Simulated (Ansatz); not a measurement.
# Sn2Ir: pressure against volume

A database entry relaxed whole under r2SCAN (Fm-3m):

```xyz
3
Lattice="0.0000 3.1839 3.1839 3.1839 0.0000 3.1839 3.1839 3.1839 0.0000" Properties=species:S:1:pos:R:3 pbc="T T T"
Sn    1.5919    1.5919    1.5919
Sn    4.7758    4.7758    4.7758
Ir    0.0000    0.0000    0.0000
```

The cell was scaled uniformly, its shape held, and the atoms relaxed at each volume with plane-wave PAW DFT (Ansatz 0.2.0; r2SCAN, 500 eV, 9×9×9 Γ-centred mesh, fermi-dirac occupations of width 0.100 eV; no spin, no spin-orbit coupling). One row is withheld.

| volume (Å³/atom) | energy over the lowest (meV/atom) | pressure (GPa) |
| --- | --- | --- |
| 20.226 | 34.6 | 9.34 |
| 20.656 | 14.5 | 5.83 |
| 21.087 | 3.3 | 2.73 |
| 21.517 | 0.0 | 0.00 |
| 21.947 | 3.6 | -2.41 |
| 22.378 | ? | ? |
| 22.808 | 28.2 | -6.42 |

Q: Fit the pressures of the other rows to the third-order Birch-Murnaghan form.

A: With f = [(V₀/V)^(2/3) − 1]/2 and P = 3B₀f(1 + 2f)^(5/2)[1 + 3(B₀′ − 4)f/2], least squares gives V₀ = 21.52 Å³ an atom, B₀ = 128 GPa and B₀′ = 5.2; the rows miss the fit by less than 0.01 GPa. The slope of the energies differs from these pressures by 0.10 GPa, since they are taken to zero smearing while pressures follow the free energy.

Q: What does the withheld row hold?

A: The fit gives -4.54 GPa at 22.378 Å³; the run gave -4.54 GPa and 13.2 meV an atom.

Caveats: the shape of the cell was held; 0 K, fixed nuclei; the symmetry was kept, and this need not be the phase that is stable at 0 K; one mesh for all volumes; pressure is positive in compression.
